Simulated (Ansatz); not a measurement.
## 5 guesses for Tm3BF and where they end

Level of theory: DFT PBE, scalar-relativistic, plane waves, PAW, and for the lanthanide a 4f-in-core norm-conserving potential (Ansatz). All cells share a 690 eV cutoff and Γ-centred k meshes spaced at most about 0.3 Å⁻¹ (about 0.25 or finer for metals, 2π included). No spin polarisation in the final relaxations.

Each guess was relaxed in cell and atoms at zero pressure, within the symmetry of its start. These are static total energies at zero pressure. Coordination counts B or Tm atoms around F (for each partner element, those within 1.25 times its shortest distance or 1.15 times the sum of covalent radii, where it is the nearest in units of that sum or under 1.3; the shortest distance is added where it exceeds 1.18 times the sum of covalent radii).

```csv
guess,made from,start group,V start (Å³/atom),end group,V end (Å³/atom),coordination at the end,gap on mesh (eV),E over the lowest end (meV/atom)
1,random cell,Pm-3m,17.7,Pm-3m (antiperovskite),18.8,F 6,0,568
2,KCaCl3 type,Pm-3m,19.5,Pm-3m (antiperovskite),24.0,F 12 from 3.5 Å,0,528
3,KCrCl3 type,P4mm,16.7,P4/mmm,24.4,F 4,0,0
4,random cell,P4/mmm,19.0,P4/mmm,27.6,F 2,0,1316
5,random cell,P6/mmm,22.0,?,?,?,?,?
```

Guess 5 as it starts:

```cif
data_structure
_symmetry_space_group_name_H-M 'P6/mmm'
_symmetry_Int_Tables_number 191
_cell_length_a 5.0967
_cell_length_b 5.0967
_cell_length_c 4.8828
_cell_angle_alpha 90.000
_cell_angle_beta 90.000
_cell_angle_gamma 120.000
_cell_volume 109.84
loop_
_atom_site_label
_atom_site_type_symbol
_atom_site_symmetry_multiplicity
_atom_site_Wyckoff_symbol
_atom_site_fract_x
_atom_site_fract_y
_atom_site_fract_z
_atom_site_occupancy
Tm1 Tm 3 f 0.50000 0.00000 0.00000 1
B1 B 1 b 0.00000 0.00000 0.50000 1
F1 F 1 a 0.00000 0.00000 0.00000 1
```

Question: Fill in the missing row: what does this guess relax into, and where does it rank?

Answer: It ends in space group P6/mmm (No. 191), with a = 6.072 Å, c = 3.392 Å, 21.7 Å³/atom and no gap. It lies 1.31 eV/atom over the lowest end, above guess 1 and within the noise of guess 4. Counting B or Tm atoms around F, this end has F 8 from 1.7 Å and the lowest (guess 3) has F 4.

```xyz
5
Lattice="6.0722 0.0000 0.0000 -3.0361 5.2587 0.0000 0.0000 0.0000 3.3915" Properties=species:S:1:pos:R:3 pbc="T T T"
Tm    3.0361    0.0000    0.0000
Tm   -1.5181    2.6293    0.0000
Tm    1.5181    2.6293    0.0000
B     0.0000    0.0000    1.6958
F     0.0000    0.0000    0.0000
```

Formation energies are uncorrected and refer to the elements' standard structures at the same level (F₂ as a molecule).

Question: Is the lowest end bound against the elements?

Answer: Yes: its formation energy is −0.83 eV/atom. It lies below the elements, which doesn't yet make it stable against other compounds or structures.

The k mesh leaves some 4 meV/atom of noise in the energy of each metallic cell. A magnetic state wasn't ruled out in cells without spin, among them P4/mmm at 24.4 Å³/atom, Pm-3m at 24.0 Å³/atom, Pm-3m at 18.8 Å³/atom, P6/mmm. Cells relaxed within their symmetry can be saddle points. A lower structure may well exist outside this small set. Some types were kept out of the candidates beforehand, so the set may lack a known form.

The lanthanide is trivalent by construction, without f bands, f moments or other valences. The reference runs of the other elements, and any phases without the lanthanide, used 420 eV, which shifts energies against them by under 10 meV/atom. The lanthanide's reference is the lowest of its hcp, dhcp and fcc cells.
